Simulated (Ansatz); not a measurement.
## Ni: from a starting cell to a relaxed one

The start is a relaxed Ni cell, doubled along one cell vector, shaken by Gaussian noise of σ = 0.08 Å a coordinate. The cell and all atomic positions are relaxed at zero pressure with PBE (plane waves to 420 eV, PAW, scalar-relativistic; Ansatz, a quantum-chemistry and plane-wave program). The first steps use a coarse 16×16×8 k-mesh.

Starting cell:
```
Ni
1.0
    0.00000     1.75938     1.75938
    1.75938     0.00000     1.75938
    3.51877     3.51877     0.00000
Ni
2
Direct
  0.42748   0.56452   0.21974
  0.52886   0.56482   0.70060
```
Spin-polarised start, with parallel moments on Ni.

- Largest initial force = 0.93 eV/Å, on Ni1, Ni2 (atoms numbered as listed)
- Energy released = 0.04 eV/atom
- Shortest distances (start → end) = The closest pairs of elements (up to four, under 3.6 Å), start → end: Ni–Ni 2.32 → 2.49 Å
- Band gap at the end = no gap (metallic)
- Moments at the end = net 0.63 μB/atom, ferromagnetic
- Optimiser moves = 6

Relaxed structure:

```cif
data_Ni4
_chemical_formula_sum 'Ni4'
_space_group_name_H-M_alt 'Fm-3m'
_space_group_IT_number 225
_space_group_name_Hall '-F 4 2 3'
_cell_length_a 3.51877
_cell_length_b 3.51877
_cell_length_c 3.51877
_cell_angle_alpha 90.000
_cell_angle_beta 90.000
_cell_angle_gamma 90.000
loop_
_atom_site_label
_atom_site_type_symbol
_atom_site_symmetry_multiplicity
_atom_site_Wyckoff_symbol
_atom_site_fract_x
_atom_site_fract_y
_atom_site_fract_z
_atom_site_occupancy
Ni1 Ni 4 a 0.00000 0.00000 0.00000 1
```
(The calculation used a cell of 1 atom; values per cell refer to that cell.)

Final values are on a 23×23×23 k-mesh of the relaxed cell. Spin state reached: ferromagnetic (net 0.63 μB/atom), from parallel starting moments; other spin orders were not run from this start.

The run could not lose the symmetry of its start.
